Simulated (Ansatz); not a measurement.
NaPt3O4, a strained cell with displaced atoms

```xyz
16
Lattice="5.8019 0.0433 0.0085 0.0433 5.8249 0.0014 0.0085 0.0014 5.7677" Properties=species:S:1:pos:R:3 pbc="T T T"
Na    5.8076    5.8620    5.7645
Na    2.9836    2.9016    2.8914
O     1.5002    1.4668    1.4534
O     1.5111    4.4170    4.3062
O     4.3759    4.3926    1.4526
O     4.3354    1.4735    4.3450
O     4.3974    4.3705    4.3657
O     4.3683    1.4568    1.4427
O     1.4771    1.4894    4.3295
O     1.4757    4.4052    1.4540
Pt    1.4448    0.0335    2.8646
Pt    2.9109    4.3884    5.7493
Pt    4.4062    5.8424    2.8697
Pt    2.8712    1.5247    5.7523
Pt    0.0466    2.8949    4.3315
Pt    5.8206    2.9908    1.4821
```

The numbers come from plane-wave PAW DFT (Ansatz): m-r2SCAN, no spin polarisation, 500 eV, 3×3×3 (shifted by 0, 0, 0.5 steps) k points, fermi-dirac occupations (width 0.1 eV). Nothing was relaxed.

(1) What happens at the Fermi level?

(2) What do density and ELF say about some of the short contacts?

(3) What does the stress say?

(4) Where is the largest force?

Origin: a strained cell with displaced atoms, so it need not be a known compound. Caveats: many states at the Fermi level without spin polarisation, so a magnetic state may lie lower; the k mesh is coarse if the cell is a metal; atoms or cell far from equilibrium; m-r2SCAN is r2SCAN with a changed spin dependence that lowers moments.

Results:

(1) It is a metal, with about 3.7 states/eV a cell as the mean within 0.25 eV of the Fermi level, mostly Pt d (73 %) and O p (18 %).

(2) O–Pt at 1.99 Å: least valence density 0.88 e/Å³ and ELF 0.24 there. Na–O at 2.45 Å: least valence density 0.11 e/Å³ and ELF 0.02 there. These are pseudo-fields; inside the PAW spheres they differ from the all-electron ones.

(3) The pressure is -9.2 GPa (compression positive), so with the atoms held at these fractions the cell would first shrink; the forces are large, so a full relaxation may end otherwise. The principal stresses -12.4, -7.9, -7.2 GPa differ, so its shape would change too.

(4) The largest is on Pt14: 1.75 eV/Å, components (1.38, -0.84, 0.68). It makes 145° with the line to a nearest neighbour, O9 at 1.99 Å, pointing away from it.
